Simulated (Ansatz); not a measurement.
GaAs (zinc blende), relaxed with HSE06 (Ansatz, a first-principles code, plane waves, PAW): a = 5.6825 Å, b = 5.6825 Å, c = 5.6825 Å, α = 90.00°, β = 90.00°, γ = 90.00°.

```
Quantity              Result
--------------------  ------
gap (eV)                1.29
B₀ by P(V) fit (GPa)    72.4
```

Task: The same phase is relaxed and computed with PBE in the same code. What are the cell and these values now?

Result: a = 5.7445 Å, b = 5.7445 Å, c = 5.7445 Å, α = 90.00°, β = 90.00°, γ = 90.00°.

* **gap (eV)**: 0.16
* **B₀ by P(V) fit (GPa)**: 60.2

All cells were relaxed under the symmetry of their starts (and spin orders); stability against distortions was not tested throughout. Spin–orbit coupling is left out wherever it is not named.

Potentials: the later of the program's two PAW sets.

Ansatz is a plane-wave DFT program.
